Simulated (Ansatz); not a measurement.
N:
```xyz
8
Lattice="5.7760 0.0000 0.0000 0.0000 5.7760 0.0000 0.0000 0.0000 5.7760" Properties=species:S:1:pos:R:3 pbc="T T T"
N      0.3155     0.3155     0.3155
N      5.4605     5.4605     5.4605
N      2.5725     5.4605     3.2035
N      3.2035     0.3155     2.5725
N      3.2035     2.5725     5.4605
N      2.5725     3.2035     0.3155
N      5.4605     3.2035     2.5725
N      0.3155     2.5725     3.2035
```

Relaxed with r²SCAN. Special points in fractions of this cell's reciprocal vectors: Γ (0.000, 0.000, 0.000); X (0.000, 0.500, 0.000); M (0.500, 0.500, 0.000); R (0.500, 0.500, 0.500); X1 (0.500, 0.000, 0.000).

List the band energies nearest the valence-band maximum at these points for r²SCAN (plane waves, PAW; program Ansatz).

In eV from the valence-band maximum; about four levels below and three above (degenerate sets whole), none deeper than 8.9 eV; points with the same levels are listed once.

```csv
k,below,above
Γ,-0.73 -0.02 -0.02 -0.02,8.28 8.28 8.28
X,-0.26 -0.26 0.00 0.00,8.51 8.51 8.85 8.85
M,-0.14 -0.14 -0.14 -0.14,8.84 8.84 8.84 8.84
R,-0.18 -0.18 -0.18 -0.18,8.85 8.85 8.85 8.85
```

Space group Pa-3 (α-N2). Symmetry was held in the r²SCAN relaxation. The substance is a gas or liquid at ambient conditions; this is its low-temperature solid. A crystal of weakly bound molecules computed without a dispersion correction: the cell and the soft elastic constants depend strongly on that.

Potentials: the later of the program's two PAW sets.
